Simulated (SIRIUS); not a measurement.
A self-consistent single point of Ta (C2/m, 1 atom in the cell; from Materials Project mp-50, changed as shown).

```
CELL_PARAMETERS angstrom
     -1.65123     1.65123     1.65123
      1.61885    -1.61885     1.61885
      1.61885     1.61885    -1.61885
ATOMIC_POSITIONS crystal
  Ta 0.00000 0.00000 0.00000
```

Level of theory: PBE, GBRV PBE ultrasoft pseudopotentials (plane waves; SIRIUS).

SIRIUS settings:

```
setting                                                               value
--------------------------------------  -----------------------------------
parameters.ngridk                                                  20 20 20
parameters.xc_functionals                      [XC_GGA_X_PBE, XC_GGA_C_PBE]
parameters.gk_cutoff                                           6.325 1/bohr
parameters.pw_cutoff                                          14.143 1/bohr
parameters.smearing                                             fermi_dirac
parameters.smearing_width                                     0.00183747 Ha
potentials                              GBRV PBE ultrasoft pseudopotentials
parameters.electronic_structure_method                      pseudopotential
parameters.num_bands                                                     11
parameters.num_mag_dims                                                   0
parameters.num_dft_iter                                                 100
parameters.energy_tol                                              1e-07 Ha
parameters.density_tol                                                1e-06
mixer.type                                                         anderson
mixer.beta                                                              0.3
mixer.use_hartree                                                     false
```

Results:

```
Quantity                                                  Value
------------------------------------------------  -------------
Number of valence electrons                                  13
Number of bands                                              11
Number of k-points after the program's reduction           2112
Number of plane waves (most at a k-point)                   512
Number of SCF iterations                                     15
FFT grid                                           27 × 27 × 27
Free energy E − TS                                -1930.3323 eV
Fermi level (on the code's own zero)                   19.47 eV
Pressure                                               9.91 GPa
```

Stress (GPa, positive for compression):
```
10.87   0.90   0.90
 0.90   9.42  -1.88
 0.90  -1.88   9.42
```

For comparison: a first run was changed to give this one (lattice vector a scaled by 1.02), and from it to this one the free energy goes down by 26.9 meV/atom and the pressure goes from 14.74 to 9.91 GPa.

The structure comes from a collection of computed structures, made at another level of theory; the collection holds predicted forms beside known ones. Its lattice was then scaled.

Cost on one core: roughly 4 core-minutes.
